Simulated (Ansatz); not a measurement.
GaMo3N (anti-perovskite, Pm-3m) is relaxed with DFT-r²SCAN in the program Ansatz with PAW potentials. What lattice parameters of the conventional cell result?

a = 4.085 Å.

Is it a metal or does it have a gap at this level?

No gap at this level.

The start of the workflow was typed in or built on a structure type; neither database checked (COD, Materials Project) lists it. Its standing as an ambient phase is unchecked. Symmetry was held in the r²SCAN relaxation; its stability against distortions is not shown here. The workflow began spin-polarised and lost its moments. Spin–orbit coupling is left out wherever it is not named.

Potentials: the later of the program's two PAW sets.
